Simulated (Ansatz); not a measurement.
PtS:
```yaml
crystal:
  lattice:
    - [3.47541, 0.00000, 0.00000]
    - [0.00000, 3.47541, 0.00000]
    - [0.00000, 0.00000, 6.06679]
  atoms:
    - { symbol: Pt, position: [0.50000, 0.00000, 0.50000] }
    - { symbol: Pt, position: [0.00000, 0.50000, 0.00000] }
    - { symbol: S, position: [0.00000, 0.00000, 0.75000] }
    - { symbol: S, position: [0.00000, 0.00000, 0.25000] }
```

DFT-PBEsol in the program Ansatz with PAW potentials gives a gap of 0.52 eV without spin–orbit coupling, maximum at M, minimum at M.

**Question.** What happens when spin–orbit coupling is switched on?

**Answer.** The gap decreases by 0.07 eV, to 0.45 eV; maximum at M, minimum at M.

**Question.** Give the electron effective mass with spin–orbit coupling.

**Answer.** 1.2, 1.7, 1.7 mₑ (principal values).

**Question.** Give the hole effective mass with spin–orbit coupling.

**Answer.** 0.19, 0.19, 4.2 mₑ (principal values).

Space group P4_2/mmc. The workflow started from a Materials Project entry (that database holds measured and hypothetical structures alike); the Crystallography Open Database files this formula in space group No. 131, but the cells were not matched. Its standing as an ambient phase is unchecked. Symmetry was held in the PBEsol relaxation; whether a distortion lowers the energy is not shown. The run is not spin-polarised.

Potentials: the later of the program's two PAW sets.
